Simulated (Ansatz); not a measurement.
Input:

SrP$_{3}$:
```cif
data_P12Sr4
_chemical_formula_sum 'Sr4 P12'
_space_group_name_H-M_alt 'P 1'
_space_group_IT_number 1
_cell_length_a 6.67113
_cell_length_b 6.67113
_cell_length_c 8.37070
_cell_angle_alpha 79.239
_cell_angle_beta 100.761
_cell_angle_gamma 113.798
loop_
_space_group_symop_operation_xyz
  'x, y, z'
loop_
_atom_site_label
_atom_site_type_symbol
_atom_site_fract_x
_atom_site_fract_y
_atom_site_fract_z
_atom_site_occupancy
Sr1 Sr 0.95848 0.04152 0.25720 1
Sr2 Sr 0.04152 0.95848 0.74280 1
Sr3 Sr 0.29158 0.70842 0.22640 1
Sr4 Sr 0.70842 0.29158 0.77360 1
P1 P 0.16082 0.36073 0.97738 1
P2 P 0.83918 0.63927 0.02262 1
P3 P 0.36073 0.16082 0.02262 1
P4 P 0.63927 0.83918 0.97738 1
P5 P 0.39120 0.09274 0.48826 1
P6 P 0.60880 0.90726 0.51174 1
P7 P 0.09274 0.39120 0.51174 1
P8 P 0.90726 0.60880 0.48826 1
P9 P 0.67688 0.32312 0.16405 1
P10 P 0.32312 0.67688 0.83595 1
P11 P 0.57841 0.42159 0.36776 1
P12 P 0.42159 0.57841 0.63224 1
```

This is the LDA-relaxed structure.

Problem. All from the program Ansatz at the LDA level (PAW), unless another level is named. Give the electronic character.

Solution. no gap, with almost no states at the Fermi level (zero-gap or semimetallic).

Problem. Give the formation energy from the elements (no fitted shifts).

Solution. -69 kJ/mol of atoms.

Space group C2/m. The first step of the workflow began from a Materials Project structure, measured or hypothetical; the Crystallography Open Database copy checked does not list it. Its standing as an ambient phase is unchecked. Symmetry was held in the LDA relaxation; whether a distortion lowers the energy is not shown. The references are the lowest solids computed at this level, not always the standard phases. Spin–orbit coupling is left out wherever it is not named.

Potentials: the later of the program's two PAW sets.
